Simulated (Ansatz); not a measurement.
LuCd:
```xyz
2
Lattice="3.6423 0.0000 0.0000 0.0000 3.6423 0.0000 0.0000 0.0000 3.6423" Properties=species:S:1:pos:R:3 pbc="T T T"
Lu     1.8212     1.8212     1.8212
Cd     0.0000     0.0000     0.0000
```

This is the r²SCAN-relaxed structure.

Task: All from r²SCAN (plane waves, PAW; program Ansatz), unless another level is named. Predict the formation energy from the elements (no fitted shifts).

Result: -0.34 eV/atom.

Task: Give the density of states at the Fermi level.

Result: 0.60 states/eV per atom (mean over ±0.08 eV).

Space group Pm-3m (CsCl type). The first step of the workflow began from a Materials Project structure, measured or hypothetical; the Crystallography Open Database copy checked does not list it. With Lu and Cd taken as one species the cell has the higher symmetry Im-3m, so it may be an ordered model of a mixed-site phase. Whether it is the stable phase at ambient conditions was not checked. The r²SCAN relaxation kept the symmetry of its start; whether a distortion lowers the energy is not shown. The references are the lowest solids computed at this level, not always the standard phases. Scalar-relativistic: spin–orbit coupling is off unless named, which matters more the heavier the elements.

Potentials: the later of the program's two PAW sets.
